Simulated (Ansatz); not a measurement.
Relaxed Sn (beta-Sn type, space group I4_1/amd):

```xyz
2
Lattice="-2.9166 2.9166 1.5790 2.9166 -2.9166 1.5790 2.9166 2.9166 -1.5790" Properties=species:S:1:pos:R:3 pbc="T T T"
Sn     0.0000     2.9166     0.7895
Sn     0.0000     0.0000     0.0000
```

In this cell atom 1 (Sn, nearest neighbour Sn at 3.022 Å; its periodic images, 3.2 Å or more away, move with it) is moved by u·(1.000, 0.000, 0.000) + v·(0.000, 1.000, 0.000); the rest is frozen.

Calculation: PBEsol (plane waves to 420 eV, PAW, scalar-relativistic; Ansatz, a first-principles code). k mesh 13×13×13 (Γ-centred), Fermi-Dirac smearing 0.05 eV. Energies are smeared free energies. With partly filled bands, energies and forces of such displacements shift with the k mesh and the smearing. Sn was relaxed with its symmetry unable to fall. The PAW data are Ansatz's earlier set. The zero of ΔE is the undisplaced structure. Axes are in Å.

Problem. Give the computed ΔE (meV/cell) at all points of the grid u = -0.760, -0.380, 0.000, 0.380, 0.760 by v = -0.760, -0.380, 0.000, 0.380, 0.760.

Solution. ΔE (meV/cell), with u across and v down:

```tsv
v \ u	-0.760	-0.380	0.000	0.380	0.760
-0.760	2436	1961	1993	1961	2436
-0.380	1961	584	327	584	1961
0.000	1993	327	0	327	1993
0.380	1961	584	327	584	1961
0.760	2436	1961	1993	1961	2436
```

(For displaced atoms, the force is minus the slope of the energy, and its curvature is a force constant, which sets phonon frequencies.)
